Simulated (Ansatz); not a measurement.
Al:
```xyz
1
Lattice="0.0000 1.9909 1.9909 1.9909 0.0000 1.9909 1.9909 1.9909 0.0000" Properties=species:S:1:pos:R:3 pbc="T T T"
Al     0.0000     0.0000     0.0000
```

Relaxed with PBE+D3(BJ). Special points in fractions of this cell's reciprocal vectors: Γ (0.000, 0.000, 0.000); X (0.500, 0.000, 0.500); U (0.625, 0.250, 0.625); K (0.375, 0.375, 0.750); L (0.500, 0.500, 0.500); W (0.500, 0.250, 0.750).

Problem. List the band energies nearest the Fermi level at these points for plane-wave PAW PBE+D3(BJ) (Ansatz code).

Solution. In eV from the Fermi level; about four levels below and three above (degenerate sets whole), none deeper than 8.9 eV; … stands for higher levels left out; points with the same levels are listed once.

```
k              below   above
-  -----------------  ------
Γ                  –       …
X        -3.02 -1.61  5.24 …
U  -1.96 -1.44 -0.31       …
L        -4.76 -4.43       …
W        -0.89 -0.89  0.09 …
```

Space group Fm-3m (fcc (Cu type)). Symmetry was held in the PBE+D3(BJ) relaxation. The pairwise dispersion correction was not fitted to metals.

Potentials: the earlier of the program's two PAW sets.
